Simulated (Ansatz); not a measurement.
Ti$_{3}$AlC$_{2}$:
```xyz
12
Lattice="3.0508 0.0000 0.0000 -1.5254 2.6421 0.0000 0.0000 0.0000 18.4980" Properties=species:S:1:pos:R:3 pbc="T T T"
Ti     1.5254     0.8807     6.9019
Ti     0.0000     1.7614    11.5961
Ti     0.0000     1.7614    16.1509
Ti     1.5254     0.8807     2.3471
Ti     0.0000     0.0000     9.2490
Ti     0.0000     0.0000     0.0000
Al     0.0000     0.0000    13.8735
Al     0.0000     0.0000     4.6245
C      0.0000     1.7614     7.9691
C      1.5254     0.8807    10.5289
C      1.5254     0.8807    17.2181
C      0.0000     1.7614     1.2799
```

Relaxed with PBEsol. Special points in fractions of this cell's reciprocal vectors: Γ (0.000, 0.000, 0.000); M (0.500, 0.000, 0.000); K (0.333, 0.333, 0.000); A (0.000, 0.000, 0.500); L (0.500, 0.000, 0.500); H (0.333, 0.333, 0.500).

List the band energies nearest the Fermi level at these points for DFT-PBEsol in the program Ansatz with PAW potentials.

In eV from the Fermi level; about four levels below and three above (degenerate sets whole), none deeper than 8.9 eV; points with the same levels are listed once.

```csv
k,below,above
Γ,-1.48 -1.48 -1.47 -1.47 -1.08,0.64 0.73 0.73
M,-1.54 -1.53 -0.73 -0.73,1.60 1.92 1.94
K,-1.13 -1.13 -0.77 -0.71,0.38 0.38 1.86
A,-1.47 -1.47 -1.47 -1.47 -1.36 -1.36,0.71 0.71 0.74 0.74 0.74 0.74
L,-1.54 -1.54 -0.73 -0.73,1.68 1.68 2.31 2.31
H,-1.14 -1.14 -0.74 -0.74,0.38 0.38 1.98 1.98
```

Space group P6_3/mmc. The first step of the workflow began from a Materials Project structure, measured or hypothetical; the Crystallography Open Database files this formula in space group No. 194, but the cells were not matched. Its standing as an ambient phase is unchecked. The PBEsol relaxation kept the symmetry of its start; its stability against distortions is not shown here. The run is not spin-polarised.

Potentials: the later of the program's two PAW sets.
